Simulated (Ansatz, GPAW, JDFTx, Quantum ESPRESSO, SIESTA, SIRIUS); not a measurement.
## HPbNO4: programs and potentials compared

```
H Pb N O
1.0
     4.19923    0.11117    0.16817
     1.91600    3.89132    0.12568
     1.76085    1.25259    6.37266
H Pb N O
1 1 1 4
Direct
  0.89145 0.68202 0.62796
  0.14426 0.92872 0.88352
  0.25670 0.28861 0.30171
  0.83108 0.65056 0.78405
  0.38694 0.22380 0.11295
  0.31104 0.03576 0.45856
  0.07726 0.60633 0.32275
```

The cell comes from a database or a generator and needn't be the stable form of this composition.

Alike in all runs: task single point; functional PBE; k mesh 7 × 7 × 5; occupations fermi-dirac, width 0.05 eV; no spin polarisation; no spin-orbit coupling. Pressure is positive in compression and, in plane waves, holds the error of the finite cutoff.

| program and potentials | plane-wave cutoff (eV) | notes | pressure (GPa) | largest force (eV/Å) |
| --- | --- | --- | --- | --- |
| Quantum ESPRESSO, SSSP 1.3 efficiency PBE | 816 | - | -0.22 | 0.033 |
| SIESTA, files PseudoDojo sr-pbe-0.4.1-standard, DZP (energy shift 0.003 Ry; two zetas on semicore shells) | - | atomic basis | 2.61 | 1.327 |
| JDFTx, PseudoDojo-SR-PBE-0.5-standard (H, N, O) + PseudoDojo-SR-PBE-0.4.1-standard (Pb) with smoothed tails | 1143 | - | -0.07 | 0.177 |
| GPAW, GPAW PAW data sets (gpaw-data 1.2.1) | 800 | - | -0.27 | 0.094 |
| Ansatz, all-electron LAPW, scalar-relativistic | - | - | -0.10 | 0.051 |
| SIRIUS, PseudoDojo 0.4.1 PBE standard (scalar relativistic) | 1152 | - | -0.06 | 0.178 |

Force on atom 7 (O), eV/Å:

```tsv
program and potentials	x	y	z
Quantum ESPRESSO, SSSP 1.3 efficiency PBE	-0.002	0.033	0.005
SIESTA, files PseudoDojo sr-pbe-0.4.1-standard, DZP (energy shift 0.003 Ry; two zetas on semicore shells)	-0.115	1.311	0.170
JDFTx, PseudoDojo-SR-PBE-0.5-standard (H, N, O) + PseudoDojo-SR-PBE-0.4.1-standard (Pb) with smoothed tails	-0.002	0.034	0.005
GPAW, GPAW PAW data sets (gpaw-data 1.2.1)	0.000	0.008	-0.002
Ansatz, all-electron LAPW, scalar-relativistic	0.005	-0.050	-0.008
SIRIUS, PseudoDojo 0.4.1 PBE standard (scalar relativistic)	-0.002	0.032	0.005
```

The pressure spans -0.27 (GPAW, GPAW PAW data sets (gpaw-data 1.2.1)) to 2.61 GPa (SIESTA, files PseudoDojo sr-pbe-0.4.1-standard, DZP (energy shift 0.003 Ry; two zetas on semicore shells)), with all-electron results at -0.10. The pressure on the cell as given of SIESTA, files PseudoDojo sr-pbe-0.4.1-standard, DZP (energy shift 0.003 Ry; two zetas on semicore shells) lies far from the others; the cause wasn't traced. Rows in atomic bases carry the error of their basis and grid, which can be large.

Differences between rows come from potentials, basis sets and numerical settings, since the functional is the same but for its coding. Runs on potential files found faulty are left out.
